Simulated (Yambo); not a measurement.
Yambo run on SiC (zinc blende, space group F-43m, No. 216). The wavefunctions come from this Quantum ESPRESSO step (PBEsol, PseudoDojo standard norm-conserving files, scalar-relativistic):

```
&CONTROL
  calculation = 'nscf'
  pseudo_dir = './pseudo'
  outdir = './out'
/
&SYSTEM
  ibrav = 0
  nat = 2
  ntyp = 2
  ecutwfc = 82.0
  ecutrho = 328.0
  occupations = 'fixed'
  force_symmorphic = .true.
  nbnd = 78
/
&ELECTRONS
  conv_thr = 2e-09
  diago_full_acc = .true.
  diago_thr_init = 1e-08
/
ATOMIC_SPECIES
C 12.0110 C.upf
Si 28.0850 Si.upf
CELL_PARAMETERS angstrom
  0.000000000000   2.178551485000   2.178551485000
  2.178551485000   0.000000000000   2.178551485000
  2.178551485000   2.178551485000   0.000000000000
ATOMIC_POSITIONS crystal
C   0.000000000000   0.000000000000   0.000000000000
Si   0.750000000000   0.750000000000   0.750000000000
K_POINTS automatic
6 6 6 0 0 0
```

Yambo input:

```
rim_cut
gw0
dyson
el_el_corr
HF_and_locXC
ppa
em1d
RandQpts= 1000000
RandGvec= 1 Ry
EXXRLvcs= 82 Ry
VXCRLvcs= 328 Ry
Chimod= "HARTREE"
% BndsRnXp
 1 | 76 |
%
NGsBlkXp= 14 Ry
% LongDrXp
 1.0 | 1.0 | 1.0 |
%
PPAPntXp= 27.2114 eV
% GbndRnge
 1 | 76 |
%
GTermKind= "BG"
DysSolver= "n"
ExtendOut
% QPkrange
 1 | 1 | 4 | 5 |
 4 | 4 | 4 | 5 |
 13 | 13 | 4 | 5 |
%
```

k points by index: 1 = Γ, 4 = L, 13 = X.

Table of the .qp output:

```
#    K-point    Band    Eo [eV]    E [eV]    E-Eo [eV]    Vxc [eV]    Vnlxc [eV]    Sc|Eo [eV]    Sc|E [eV]    dSc/dw|Eo [eV]    Re(Z)    Im(Z)
#
    1    4    0.000000    -0.747037    -0.747037    -14.79592    -17.47756    1.742529    1.934603    -6.995752    0.795487    -0.001127
    1    5    6.181597    6.436772    0.255175    -13.21347    -7.600514    -5.290754    -5.357785    -7.144850    0.792034    -0.001261
    4    4    -1.060896    -1.906551    -0.845655    -14.38491    -17.49596    2.044258    2.265401    -7.115188    0.792719    -0.001162
    4    5    5.368809    5.654171    0.285362    -12.20719    -7.001030    -4.852667    -4.920803    -6.494947    0.807306    -0.001102
    13    4    -3.218851    -4.206091    -0.987240    -13.49306    -17.36818    2.618853    2.887877    -7.414342    0.785870    -0.001259
    13    5    1.239822    1.435487    0.195664    -10.66151    -6.507087    -3.916386    -3.958759    -5.890637    0.822045    -0.001027
```
(The two width columns are left out.) Convergence of these settings isn't established.

Geometry relaxed with PBEsol.
